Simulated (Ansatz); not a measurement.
Total density of states per atom from r²SCAN (plane waves, PAW; program Ansatz), in 0.25 eV bins, energy from the Fermi level:

```
E (eV) | states/eV/atom
    -7.85 |  0.00
    -7.60 |  0.00
    -7.35 |  0.00
    -7.10 |  0.00
    -6.85 |  0.00
    -6.60 |  0.00
    -6.35 |  0.00
    -6.10 |  0.00
    -5.85 | ####### 0.22
    -5.60 | ############### 0.51
    -5.35 | ########### 0.35
    -5.10 | ########### 0.37
    -4.85 | ########## 0.35
    -4.60 | ###### 0.19
    -4.35 | ########### 0.37
    -4.10 | ############ 0.41
    -3.85 | ############ 0.41
    -3.60 | ################ 0.52
    -3.35 | ################### 0.62
    -3.10 | ######################## 0.80
    -2.85 | ###################### 0.75
    -2.60 | ############################## 1.00
    -2.35 | ############################## 1.00
    -2.10 | ################# 0.56
    -1.85 | ############## 0.46
    -1.60 | ######## 0.27
    -1.35 | ##################### 0.71
    -1.10 | ################ 0.55
    -0.85 | ################### 0.63
    -0.60 | ################### 0.63
    -0.35 | ################ 0.52
    -0.10 | ######## 0.27
     0.15 | ############### 0.51
     0.40 | ########## 0.34
     0.65 | ####### 0.23
     0.90 | ############# 0.43
     1.15 | ############### 0.49
     1.40 | ############### 0.51
     1.65 | ################## 0.60
     1.90 | ################### 0.64
     2.15 | ###################### 0.73
     2.40 | ####################### 0.77
     2.65 | ########################## 0.86
     2.90 | ########################### 0.90
     3.15 | ######################### 0.84
```

Q: Which compound is it?
(A) TiSi, Pnma (Ti on 4c, Si on 4c)
(B) HfBeSi, P6_3/mmc (Hf on 2a, Be on 2c, Si on 2d)
(C) Hf5Ge4, Pnma (Pearson symbol oP36)
(D) Hf2Ni, I4/mcm (Ni on 4a, Hf on 8h)

A: C, Hf5Ge4, Pnma (Pearson symbol oP36). Within 0.5 eV of the Fermi level: Hf 5d 84 %, Ge 4p 10 %. Projections are on Löwdin-orthogonalised atomic valence shells; empty p or d shells of many metals are not among them.

The first step of the workflow began from a Materials Project structure, measured or hypothetical; the Crystallography Open Database copy checked does not list it. Its standing as an ambient phase is unchecked. The cell was relaxed with r²SCAN under the symmetry of its start; its stability against distortions is not shown here. No spin polarisation was allowed. Spin–orbit coupling is left out wherever it is not named.

Potentials: the later of the program's two PAW sets.
